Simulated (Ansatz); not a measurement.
The relaxed structure here is a generated cell of Nb: the first start was made by a random draw of sites in a space group, and the end was not matched to a known phase here, so it may be hypothetical. Known forms of Nb include space group No. 229.

A relaxed cell of Nb (P6/mmm (No. 191)), relaxed on a k-mesh at least as fine as the one used below. Method: PBEsol (plane waves to 420 eV, PAW, scalar-relativistic; Ansatz, a program for electronic structure). Γ-centred k-mesh 7×7×6 on the run's cell (coarser than for final values), Fermi–Dirac smearing 0.05 eV.

```
CELL_PARAMETERS angstrom
      5.56746     0.00000     0.00000
     -2.78373     4.82157     0.00000
      0.00000     0.00000     5.37163
ATOMIC_POSITIONS crystal
  Nb 0.50000 0.00000 0.00000
  Nb 0.50000 0.00000 0.50000
  Nb 0.00000 0.50000 0.00000
  Nb 0.00000 0.50000 0.50000
  Nb 0.50000 0.50000 0.00000
  Nb 0.50000 0.50000 0.50000
  Nb 0.00000 0.00000 0.25000
  Nb 0.00000 0.00000 0.75000
```

The atoms are displaced by (Å):

```tsv
atom	ux	uy	uz
Nb1	0.032	0.042	0.067
Nb2	-0.010	-0.067	-0.062
Nb3	-0.055	0.032	0.055
Nb4	0.079	-0.072	-0.013
Nb5	-0.047	-0.050	-0.048
Nb6	-0.135	-0.037	0.106
Nb7	-0.163	0.007	0.100
Nb8	0.037	0.192	-0.075
```

Q: What forces (eV/Å) and pressure result?

A: 
```csv
atom,Fx,Fy,Fz
Nb1,-0.27,-0.59,-1.70
Nb2,-0.71,0.99,1.59
Nb3,0.14,0.79,-0.78
Nb4,-2.61,0.43,0.75
Nb5,-0.05,0.73,2.12
Nb6,2.77,0.31,-2.08
Nb7,1.01,-0.69,-1.03
Nb8,-0.26,-1.97,1.14
```

Pressure +3.5 GPa.

Q: Estimate the energy cost of the displacement in the harmonic approximation and compare with the calculation.

A: For a harmonic well ΔE = −½ Σ F·u = 1.032 eV a cell, or 129 meV/atom. The calculated energy relative to the undisplaced cell is +0.13 eV/atom, so the harmonic estimate holds well.

The undisplaced cell is probably no minimum: from this displacement the run went on to Im-3m (No. 229), 0.27 eV/atom below it.

No spin polarisation in the result.
